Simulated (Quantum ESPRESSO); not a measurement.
# Ti5AuAgMg: one composition in several site orders

Computed values, not a measurement. The program is pw.x of Quantum ESPRESSO 7.5 (plane-wave density functional theory). The cell is made up: eight metal atoms on a hexagonal close-packed lattice, with elements, volume, strain and displacements drawn at random and not relaxed, so it may be unstable or far from any real phase. PseudoDojo standard norm-conserving files set the functional (PBE unless stated); there is no spin polarisation or spin-orbit coupling, the Fermi-Dirac width of 0.25 eV means electrons at about 2900 K, and the masses in the input are unused placeholders. Heavy elements are run without spin-orbit coupling, which real alloys of them have. A spin test at this wide smearing found no moment, but such smearing suppresses magnetism that the real alloy may have.

The runs put one composition on the sites in different orders. Cell, positions, cutoff, mesh and smearing stay as in the input of run 1; sites are counted in its order. Stress in the tables is positive in tension.

Input of run 1:

```
&control calculation='scf', pseudo_dir='./dojo.nc.sr.pbe.v0_5.standard.upf', outdir='./o', disk_io='medium', tprnfor=.true., tstress=.true. /
&system ibrav=0, nat=8, ntyp=4, nbnd=68, ecutwfc=84.00895049, nosym=.true., tot_charge=0,
 occupations='smearing', smearing='fd', degauss=0.0183746611
/
&electrons conv_thr=1.470e-08, electron_maxstep=70, mixing_beta=0.5 /
ATOMIC_SPECIES
Ag 1.0 Ag.upf
Au 1.0 Au.upf
Mg 1.0 Mg.upf
Ti 1.0 Ti.upf
CELL_PARAMETERS angstrom
2.8664 0.0122 0.0154
0.0211 4.8672 -0.0061
0.0498 -0.0114 9.1803
ATOMIC_POSITIONS angstrom
Ti 0.0587 0.0337 0.0813
Au 0.0535 0.0061 4.6865
Ti 0.0211 1.6789 2.3486
Ag 0.1142 1.5256 6.8855
Ti 1.5037 2.3822 -0.0086
Ti 1.4561 2.4013 4.6274
Mg 1.4411 4.0874 2.3082
Ti 1.5329 4.0124 6.8257
K_POINTS automatic
8 5 3 1 1 1
```

```
run  elements on sites 1 to 8  free energy less that of run 1 (eV)  -TS (eV)  pressure (GPa)  stress xx (GPa)  stress yy (GPa)  stress zz (GPa)  stress yz (GPa)  stress xz (GPa)  stress xy (GPa)  iterations
  1   Ti Au Ti Ag Ti Ti Mg Ti                                0.000    -1.902           13.87           -11.71           -16.54           -13.36             1.44             0.31             0.75          22
  2   Ti Ti Ag Au Ti Ti Mg Ti                                0.143    -2.100           14.01           -11.44           -10.61           -19.98            -0.06             0.20             0.48          21
  3   Ag Au Ti Mg Ti Ti Ti Ti                                0.035    -2.076           13.51           -11.88           -14.66           -14.01             0.06             0.51             0.68          22
  4   Ti Ti Ti Ti Ag Mg Au Ti                                0.057    -2.009           13.58           -10.60           -15.20           -14.95            -1.36             0.25             0.44          22
  5   Au Ti Ti Ti Ti Ag Ti Mg                                0.029    -1.978           13.53           -12.81           -15.05           -12.72             2.49             0.36             0.72          21
  6   Ag Mg Ti Ti Ti Ti Ti Au                                0.252    -1.972           13.91           -12.23           -15.85           -13.64            -1.39             0.29             0.63          22
```

Forces Fx Fy Fz (eV/Å):

```
site              run 1              run 2              run 3              run 4              run 5              run 6
   1  -0.10 -0.50 -0.38  -0.10 -0.41 -1.14  -0.10 -0.57 -0.81  -0.08 -0.78 -0.14  -0.11 -0.75 -0.64  -0.08 -0.65 -0.45
   2  -0.06 -0.69 -1.36  -0.14 -0.45 -0.48  -0.09 -0.17 -0.69  -0.16 -0.50 -0.89  -0.10 -0.26 -1.33  -0.18 -0.39 -0.58
   3   -0.01 0.10 -0.41   0.04 -0.07 -0.13    0.00 0.45 -0.10   0.01 -0.16 -0.61    0.01 -0.12 0.18     0.00 0.25 0.02
   4    -0.14 0.61 0.69    -0.13 0.52 0.49    -0.14 0.40 0.34   -0.09 -0.04 0.36    -0.12 0.53 0.29    -0.09 0.80 0.60
   5   -0.05 0.46 -0.07   -0.05 0.40 -0.49    -0.03 0.47 0.48    -0.08 0.64 0.04    -0.04 0.26 0.17   -0.04 0.49 -0.14
   6    0.15 0.02 -0.13     0.06 0.14 0.48    0.16 0.04 -0.44    0.15 0.40 -0.14    0.16 0.48 -0.02   0.14 -0.06 -0.25
   7     0.18 0.04 0.84     0.19 0.00 0.43    0.13 -0.08 0.45    0.21 -0.12 0.49     0.17 0.29 0.02    0.19 -0.23 0.24
   8    0.03 -0.05 0.82    0.12 -0.12 0.84    0.07 -0.54 0.78     0.06 0.57 0.91    0.03 -0.43 1.33    0.06 -0.21 0.55
```

The sites are displaced and not relaxed, so the energy differences mix bonding between neighbours with strain and are not ordering energies. A rerun of one cell of this series at a higher cutoff and on a denser mesh moved values by no more than 0.004 eV in energy, 0.05 GPa in stress and 0.005 eV/Å in force, and a second program with other atomic files agreed on that cell to 2 % rms in force and 0.5 GPa in pressure.